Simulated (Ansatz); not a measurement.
Relaxed SnSe2 (CdI2 type):

```xyz
6
Lattice="7.6514 0.0000 0.0000 -1.9128 3.3132 0.0000 0.0000 0.0000 6.2288" Properties=species:S:1:pos:R:3 pbc="T T T"
Sn     0.0000     0.0000     0.0000
Sn     3.8257     0.0000     0.0000
Se     0.0000     2.2088     1.5757
Se     3.8257     2.2088     1.5757
Se     1.9128     1.1044     4.6531
Se     5.7385     1.1044     4.6531
```

Scan: atom 1 (Sn, nearest neighbour Se at 2.713 Å; its periodic images, 3.8 Å or more away, move with it) is displaced along Cartesian x, direction (1.000, 0.000, 0.000) in Cartesian axes, by s. The other atoms stay.

These are r2SCAN+rVV10 (plane waves to 500 eV, PAW, scalar-relativistic; Ansatz, a quantum-chemistry and plane-wave program) values and carry that method's errors. k mesh 4×8×5 (Γ-centred), Fermi-Dirac smearing 0.05 eV. The energy includes the smearing's −TS. F∥ is the force on the atom along that direction. SnSe2 was relaxed with its symmetry unable to fall. The PAW data are Ansatz's earlier set. ΔE is measured from the undisplaced structure.

| s (Å) | F∥ (eV/Å) | ΔE (meV/cell) |
|---|---|---|
| -0.270 | 2.604 | [?] |
| -0.216 | 2.057 | 220 |
| -0.162 | 1.527 | 123 |
| -0.108 | 1.011 | [?] |
| -0.054 | 0.503 | [?] |
| 0.000 | 0.000 | 0 |
| 0.054 | -0.503 | [?] |
| 0.108 | -1.011 | [?] |
| 0.162 | -1.527 | 123 |
| 0.216 | -2.057 | 220 |
| 0.270 | -2.604 | [?] |

What belongs in the gaps?


- -0.270, ΔE (meV/cell): 345
- -0.108, ΔE (meV/cell): 54
- -0.054, ΔE (meV/cell): 14
- 0.054, ΔE (meV/cell): 14
- 0.108, ΔE (meV/cell): 54
- 0.270, ΔE (meV/cell): 345

(For displaced atoms, the force is minus the slope of the energy, and its curvature is a force constant, which sets phonon frequencies.)
